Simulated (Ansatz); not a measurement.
**PbS: computed property card**

PbS:
```xyz
2
Lattice="4.0531 0.0000 0.0000 -2.0266 3.5101 0.0000 0.0000 0.0000 3.7807" Properties=species:S:1:pos:R:3 pbc="T T T"
Pb     0.0000     0.0000     0.0000
S      2.0266     1.1700     1.8903
```

Space group P-6m2 (No. 187); conventional cell a = 4.0531 Å, b = 4.0531 Å, c = 3.7807 Å, α = 90.00°, β = 90.00°, γ = 120.00°.

Method: r²SCAN in the plane-wave PAW code Ansatz. Geometry: relaxed at this level of theory. Other levels are named where they apply.

### Cell and energy

```
Item                                                          Result
-----------------------------------------------------  -------------
Volume per atom                                             26.89 Å³
Density                                                   7.39 g/cm³
Formation energy from the elements (no fitted shifts)  -0.53 eV/atom
```

### Electronic structure

```
Item                                                                         Value
------------------------------------  --------------------------------------------
Electronic character                                             metallic (no gap)
Density of states at the Fermi level  0.06 states/eV per atom (mean over ±0.08 eV)
```

### Mechanics

```
Quantity                               Value
----------------------------------  --------
Bulk modulus (Birch–Murnaghan fit)  50.1 GPa
Pressure derivative B′                   3.0
```

The cell is a constructed one: a structure type filled with these elements; the Crystallography Open Database copy checked does not list it. It is not the phase usual at ambient conditions (space group No. 225). Symmetry was held in the r²SCAN relaxation; its stability against distortions is not shown here. The references are the lowest solids computed at this level, not always the standard phases. Spin–orbit coupling is left out wherever it is not named.

Potentials: the later of the program's two PAW sets.
